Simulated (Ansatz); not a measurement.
## Comparing deformations in Ge

The calculation used DFT r2SCAN, scalar-relativistic, plane waves, PAW (Ansatz 0.2.0). Settings: plane waves to 500 eV, k-mesh 12×12×6 (Γ-centred), Gaussian smearing 0.03 eV. No spin polarisation. Energies are free energies at this smearing, counted from the undisturbed cell; pressure is positive in compression.

Zero of the scan (relaxed at this level; this form isn't the usual structure):

```yaml
crystal:
  lattice:
    - [3.99565, 0.00000, 0.00000]
    - [-1.99782, 3.46033, 0.00000]
    - [0.00000, 0.00000, 6.60271]
  atoms:
    - { symbol: Ge, position: [0.66667, 0.33333, 0.06298] }
    - { symbol: Ge, position: [0.33333, 0.66667, 0.56298] }
    - { symbol: Ge, position: [0.66667, 0.33333, 0.43702] }
    - { symbol: Ge, position: [0.33333, 0.66667, 0.93702] }
```

The cell is strained by ε times a Voigt pattern (xx, yy, zz, yz, xz, xy; engineering shear) with fractional coordinates fixed. τ = (1/V0) dE/dε comes from the stress tensor. Of each scan, only the three points used here are listed.

```
           pattern        ε  τ (GPa)
(1, 1, 0, 0, 0, 0)  -0.0150    -6.62
(1, 1, 0, 0, 0, 0)   0.0000     0.01
(1, 1, 0, 0, 0, 0)   0.0150     5.63
(0, 0, 1, 0, 0, 0)  -0.0150    -3.17
(0, 0, 1, 0, 0, 0)   0.0000     0.00
(0, 0, 1, 0, 0, 0)   0.0150     2.75
(0, 1, 0, 0, 0, 0)  -0.0100    -1.84
(0, 1, 0, 0, 0, 0)   0.0000     0.01
(0, 1, 0, 0, 0, 0)   0.0050     0.87
(1, 0, 0, 0, 0, 0)  -0.0300    -5.98
(1, 0, 0, 0, 0, 0)   0.0000     0.01
(1, 0, 0, 0, 0, 0)   0.0150     2.48
```

Task: Which constants do the scans give, and which deformation costs least for the same size of strain tensor?

Result: The slope dτ/dε at zero (parabola through three points) is pᵀCp: (1, 1, 0, 0, 0, 0) gives C11 + C22 + 2 C12 = 409 GPa; (0, 0, 1, 0, 0, 0) gives C33 = 197 GPa; (0, 1, 0, 0, 0, 0) gives C22 = 177 GPa; (1, 0, 0, 0, 0, 0) gives C11 = 177 GPa. The size of the strain tensor, ε:ε, is ε² times 2.0, 1.0, 1.0, 1.0. Per unit of it the stiffnesses are 204, 197, 177, 177 GPa, so (1, 0, 0, 0, 0, 0) is the softest of these, level with (0, 1, 0, 0, 0, 0): at ε:ε = (1 %)² the quadratic term costs 1.26 meV/atom against 1.46 for the stiffest. These are clamped-ion values.

Forces appear on the atoms along this scan, and letting them relax would lower the energy and soften the response. The gap closes along the scan, which can put kinks into the curve.